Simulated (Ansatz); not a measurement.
# BaIr2: start and end of a relaxation

A trial structure of BaIr2 was built thus: close-packed layers stacked ABC (P-3m1, No. 164) (elements of the layers in order: Ir Ba Ir). Lengths were set from tabulated atomic sizes, so they are only a guess.

start.cif

```cif
data_structure
_symmetry_space_group_name_H-M 'P-3m1'
_symmetry_Int_Tables_number 164
_cell_length_a 3.6321
_cell_length_b 3.6321
_cell_length_c 8.0298
_cell_angle_alpha 90.000
_cell_angle_beta 90.000
_cell_angle_gamma 120.000
_cell_volume 91.74
loop_
_atom_site_label
_atom_site_type_symbol
_atom_site_symmetry_multiplicity
_atom_site_Wyckoff_symbol
_atom_site_fract_x
_atom_site_fract_y
_atom_site_fract_z
_atom_site_occupancy
Ba1 Ba 1 a 0.00000 0.00000 0.00000 1
Ir1 Ir 2 d 0.66667 0.33333 0.62439 1
```

Method: DFT PBE, scalar-relativistic, plane waves, PAW (Ansatz). Cutoff 420 eV, Gaussian smearing, Γ-centred meshes. Cell and atoms relax first on a coarse mesh and then on a finer one. In between, the cell is made exact in the group found at 0.06 Å. In metals the finer mesh still leaves noise of several meV/atom or more. The steps can't lower the symmetry of their start. No spin polarisation.

end.cif

```cif
data_structure
_symmetry_space_group_name_H-M 'P6/mmm'
_symmetry_Int_Tables_number 191
_cell_length_a 4.2639
_cell_length_b 4.2639
_cell_length_c 4.9917
_cell_angle_alpha 90.000
_cell_angle_beta 90.000
_cell_angle_gamma 120.000
_cell_volume 78.59
loop_
_atom_site_label
_atom_site_type_symbol
_atom_site_symmetry_multiplicity
_atom_site_Wyckoff_symbol
_atom_site_fract_x
_atom_site_fract_y
_atom_site_fract_z
_atom_site_occupancy
Ba1 Ba 1 a 0.00000 0.00000 0.00000 1
Ir1 Ir 2 d 0.66667 0.33333 0.50000 1
```

The symmetry goes from P-3m1 (No. 164) to P6/mmm (No. 191). The end has the AlB2 type. The volume per atom shrinks by 14.3 %, from 30.6 to 26.2 Å³. The shortest distance goes from 2.90 Å (Ir–Ir) to 2.46 Å (Ir–Ir). The energy falls by about 1.8 eV/atom (the start's value is from the coarse mesh). The end is written in a standard setting, so origin, axes and order of atoms can differ from the start's.

```
Volume per atom                             : 26.20 Å³
Density                                     : 11.02 g/cm³
Formation energy                            : −0.08 eV/atom
Gap on the 12×12×10 mesh of the 3-atom cell : 0 eV (a metal)
```

Formation energies are uncorrected and refer to the elements' standard structures at the same level. A negative formation energy is needed for stability but isn't enough: competing phases decide.

The last run used Gaussian smearing of 0.10 eV. Spin–orbit coupling, which can matter for Ir, is left out. The cell is a metal run without spin; a magnetic state may lie lower. A later test with randomly moved atoms ended 14 meV/atom lower on a coarse mesh, in Cmmm at a loose tolerance, which is no clear verdict on its stability. In all, the 4 runs took 83 s on 1 thread of Arm Neoverse V2, with other jobs on the host.
